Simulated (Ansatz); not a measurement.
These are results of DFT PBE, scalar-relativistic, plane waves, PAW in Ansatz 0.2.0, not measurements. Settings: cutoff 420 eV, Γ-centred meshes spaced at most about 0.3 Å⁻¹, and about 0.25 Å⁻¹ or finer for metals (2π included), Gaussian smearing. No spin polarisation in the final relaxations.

These are static total energies at zero pressure.

Two forms of AsHF were relaxed alike.

1.

```
CELL_PARAMETERS angstrom
3.07428 0.00000 0.00000
0.00000 3.07428 0.00000
0.00000 0.00000 3.42764
ATOMIC_POSITIONS crystal
H 0.50000 0.50000 0.50000
As 0.50000 0.50000 0.00000
F 0.00000 0.00000 0.50000
```

2.

```
CELL_PARAMETERS angstrom
2.53742 0.00000 0.00000
0.00000 4.04719 0.00000
0.00000 0.00000 4.90776
ATOMIC_POSITIONS crystal
H 0.00000 0.00000 0.00000
As 0.00000 0.50000 0.50000
F 0.00000 0.00000 0.50000
```

Question: Which is lower in energy, and by how much?

Answer: Cell 1 is lower, by 0.33 eV/atom. Cell 1 has space group P4/mmm (No. 123), 10.8 Å³/atom and no gap on its mesh; cell 2 has space group Pmmm (No. 47), 16.8 Å³/atom and no gap. The shortest distance is 1.71 Å (As–H) in cell 1 and 2.02 Å (As–F) in cell 2. Cell 2 holds As–As chains (shortest 2.54 Å); in cell 1 the shortest As–As distance is 3.07 Å. In cell 1, H is surrounded by 2 As at 1.71 Å and 4 F at 2.17 Å; As is surrounded by 2 H at 1.71 Å; F has 4 H at 2.17 Å (long contacts). In cell 2, H is surrounded by 2 F at 2.45 Å and 2 H at 2.54 Å (long contacts); As has 2 F at 2.02 Å and 2 As at 2.54 Å; around F lie 2 As at 2.02 Å, 2 H at 2.45 Å and 2 F at 2.54 Å. Both come from invented guesses. A third cell relaxed alike, in P4/mmm, lies 0.56 eV/atom below the lower of the two.

No dispersion correction is applied, so the spacing and binding between layers, chains or molecules are poorly described (P4/mmm, Pmmm), and this can change margins and order among such cells. In P4/mmm, Pmmm an odd number of electrons in the primitive cell allows no gap without spin; a larger cell or a magnetic state could open one. With hydrogen, zero-point motion can shift such differences by 10 meV/atom or more. A magnetic state wasn't ruled out in cells without spin, among them P4/mmm, Pmmm. Cells relaxed within their symmetry can be saddle points.
